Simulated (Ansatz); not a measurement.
V:
```
CELL_PARAMETERS angstrom
     -1.46280     1.46280     1.46280
      1.46280    -1.46280     1.46280
      1.46280     1.46280    -1.46280
ATOMIC_POSITIONS crystal
  V  0.00000 0.00000 0.00000
```

Relaxed with LDA. Special points in fractions of this cell's reciprocal vectors: Γ (0.000, 0.000, 0.000); H (0.500, -0.500, 0.500); N (0.000, 0.000, 0.500); P (0.250, 0.250, 0.250).

Q: List the band energies nearest the Fermi level at these points for DFT-LDA in the program Ansatz with PAW potentials.

A: In eV from the Fermi level; about four levels below and three above (degenerate sets whole), none deeper than 8.9 eV; … stands for higher levels left out; points with the same levels are listed once.

```
k              below           above
-  -----------------  --------------
Γ              -6.66  0.40 0.40 0.40
H        -3.37 -3.37               …
N        -3.44 -1.30     2.02 2.62 …
P  -1.17 -1.17 -1.17               …
```

Space group Im-3m (bcc (W type)). The LDA relaxation kept the symmetry of its start. The workflow began spin-polarised and lost its moments.

Potentials: the later of the program's two PAW sets.
